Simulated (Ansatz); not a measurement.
GdRe in the CsCl-type structure

Level of theory: DFT, PBE, scalar-relativistic, collinear spin; plane waves to 420 eV with PAW datasets (Ansatz 0.2.0), 10×10×10 k-mesh, Gaussian smearing of 0.05 eV; PAW files: Ansatz's generated set soft_2.

```yaml
crystal:
  lattice:
    - [3.45990, 0.00000, 0.00000]
    - [0.00000, 3.45990, 0.00000]
    - [0.00000, 0.00000, 3.45990]
  atoms:
    - { symbol: Gd, position: [0.00000, 0.00000, 0.00000] }
    - { symbol: Re, position: [0.50000, 0.50000, 0.50000] }
```

The structure was built from a prototype; whether the compound forms in it isn't claimed.

The geometry is fixed. Moments are started on Gd in several ways. q is the propagation vector of an order in a doubled cell, in units of this cell's reciprocal vectors; doubled cells take an equivalent mesh or are counted from a ferromagnetic run in the same cell, unless said otherwise. Energies count from the first row, the state in which the cell was relaxed.

The starts:
- ferromagnetic
- no spin polarisation
- antiparallel, q = (0, 0, 1/2)
- antiparallel, q = (0, 1/2, 1/2)
- antiparallel, q = (1/2, 1/2, 1/2)

(1) Which start ends lowest?

Answer:

(1) Lowest: ferromagnetic.

```csv
start,largest typed moment (μB),ΔE (meV/atom),gap on the mesh (eV),P (GPa),final spin moments (μB)
ferromagnetic,7.62,0.0,metal,0.0,Gd 6.92; Re -0.63
no spin polarisation,0.00,3475.1,metal,-9.4,none
"antiparallel, q = (0, 0, 1/2)",7.00,10.2,metal,-0.4,"Gd 6.95, -6.95"
"antiparallel, q = (0, 1/2, 1/2)",7.00,11.2,metal,-0.4,"Gd 6.93, -6.93"
"antiparallel, q = (1/2, 1/2, 1/2)",7.00,5.9,metal,-0.2,"Gd 6.98, -6.98"
```

The program noted a lower state or an instability beside: antiparallel, q = (0, 1/2, 1/2). The lower rows of the table may be what it saw.

The moments on the other atoms differ between rows, so the energies hold more than the order of the magnetic atoms.

The row without spin polarisation prices the pairing of the open shell's electrons, not a magnetic ordering energy.

Only orders that fit these small cells were tried, so the real crystal's order may be another.

Without a U the 4f levels of Gd lie too near the Fermi level, so their share of the states there, and what hangs on it, is overstated. Spin–orbit coupling is left out. The run wasn't fully tested for a lower electronic state. Site moments are of spin, integrated over atomic spheres.
